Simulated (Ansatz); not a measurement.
# Relaxing a structure of Ta$_{2}$H

The relaxed structure here is a generated cell of Ta2H: the first start was made by placing the elements on the sites of a structure type, and the end was not matched to a known phase here, so it may be hypothetical.

The start is a generated cell, Ta2H built in the AFLOW prototype AB2_cP12_205_a_c (C2, as in FeS2). A full variable-cell relaxation at zero pressure is run with r2SCAN (plane waves to 500 eV, PAW, scalar-relativistic; Ansatz, a quantum-chemistry and plane-wave program). The first steps use a coarse 4×4×4 k-mesh.

The start:
```
CELL_PARAMETERS angstrom
      5.37542     0.00000     0.00000
      0.00000     5.37542     0.00000
      0.00000     0.00000     5.37542
ATOMIC_POSITIONS crystal
  H  0.00000 0.00000 0.00000
  H  0.50000 0.50000 0.00000
  H  0.00000 0.50000 0.50000
  H  0.50000 0.00000 0.50000
  Ta 0.38510 0.38510 0.38510
  Ta 0.88510 0.11490 0.61490
  Ta 0.61490 0.88510 0.11490
  Ta 0.11490 0.61490 0.88510
  Ta 0.61490 0.61490 0.61490
  Ta 0.11490 0.88510 0.38510
  Ta 0.38510 0.11490 0.88510
  Ta 0.88510 0.38510 0.11490
```

Task: By how much does the energy per atom fall from start to end?

Result: 0.62 eV/atom.

Task: How does the volume change?

Result: -0.7 %, from 12.94 to 12.85 Å³/atom.

Task: How do the shortest distances between atoms change?

Result: The closest pairs of elements (up to four, under 3.6 Å), start → end: Ta–Ta 2.14 → 2.74 Å; H–Ta 2.25 → 2.20 Å.

Task: Is the relaxed structure metallic? Give its gap.

Result: Zero (metallic).

Task: What does it relax into? Give the structure.

Result: 
```cif
data_H4Ta8
_chemical_formula_sum 'H4 Ta8'
_space_group_name_H-M_alt 'Pa-3'
_space_group_IT_number 205
_space_group_name_Hall '-P 2ac 2ab 3'
_cell_length_a 5.36249
_cell_length_b 5.36249
_cell_length_c 5.36249
_cell_angle_alpha 90.000
_cell_angle_beta 90.000
_cell_angle_gamma 90.000
loop_
_atom_site_label
_atom_site_type_symbol
_atom_site_symmetry_multiplicity
_atom_site_Wyckoff_symbol
_atom_site_fract_x
_atom_site_fract_y
_atom_site_fract_z
_atom_site_occupancy
H1 H 4 a 0.00000 0.00000 0.00000 1
Ta1 Ta 8 c 0.35267 0.35267 0.35267 1
```

The space group stays Pa-3 (No. 205) (the run could not lower it), with 12 atoms in the primitive cell. Final values are on a 7×7×7 k-mesh of the relaxed cell. The start holds a very short contact (Ta–Ta 2.14 Å). No spin polarisation in the result.

The run could not lose the symmetry of its start, so the end can be a saddle point.
